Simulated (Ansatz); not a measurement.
Task: Name crystals whose computed values (r²SCAN in the plane-wave PAW code Ansatz) fall in these windows: gap (eV) 1.3 to 1.8; B₀ by P(V) fit (GPa) 220 to 300.

Result: 

| crystal | gap (eV) | B₀ by P(V) fit (GPa) |
|---|---|---|
| Ta3N5, Cmcm (Pearson symbol oS32) | 1.59 | 256 |
| SiC, zinc blende | 1.71 | 227 |
Others may fit too.

Standing as an ambient phase not checked: Ta3N5, Cmcm (Pearson symbol oS32). All cells were relaxed under the symmetry of their starts (and spin orders); stability against distortions was not tested throughout. Rows with no word on spin ran without spin polarisation. Scalar-relativistic: spin–orbit coupling is off unless named, which matters more the heavier the elements.

Potentials: the later of the program's two PAW sets.
